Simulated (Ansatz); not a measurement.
## Data sheet: Ga (DFT)

Ga:
```
CELL_PARAMETERS angstrom
     -1.65704     1.65704     1.65704
      1.65704    -1.65704     1.65704
      1.65704     1.65704    -1.65704
ATOMIC_POSITIONS crystal
  Ga 0.00000 0.00000 0.00000
```

Space group Im-3m (No. 229), bcc (W type); conventional cell a = b = c = 3.314 Å, α = β = γ = 90.00°.

Method: DFT-r²SCAN in the program Ansatz with PAW potentials. Structure relaxed to zero pressure with the same functional. Other levels are named where they apply.

**Cell and energy**

```yaml
volume_per_atom: 18.20 Å³
density: 6.36 g/cm³
```

**Electronic structure**

```yaml
electronic_character: metallic (no gap)
Density of states at the Fermi level: 0.38 states/eV per atom (mean over ±0.08 eV)
Gap with spin–orbit coupling: none (metallic)
```

**Mechanics**

```yaml
Bulk modulus (Birch–Murnaghan fit): 56.6 GPa
Pressure derivative B′: 5.0
Elastic constants (relaxed ions, GPa): C11 = 45.6, C12 = 61.3, C44 = 4.0
mechanical_stability: unstable (C has a negative eigenvalue)
```

The cell is a constructed one: a structure type filled with these elements; neither database checked (COD, Materials Project) lists it. It is not the phase usual at ambient conditions (space group No. 64). Symmetry was held in the r²SCAN relaxation. As this level gives no gap, shear constants depend on the k-mesh and smearing (Fermi–Dirac, 0.1 eV here). Spin–orbit coupling is left out wherever it is not named.

Potentials: the later of the program's two PAW sets.
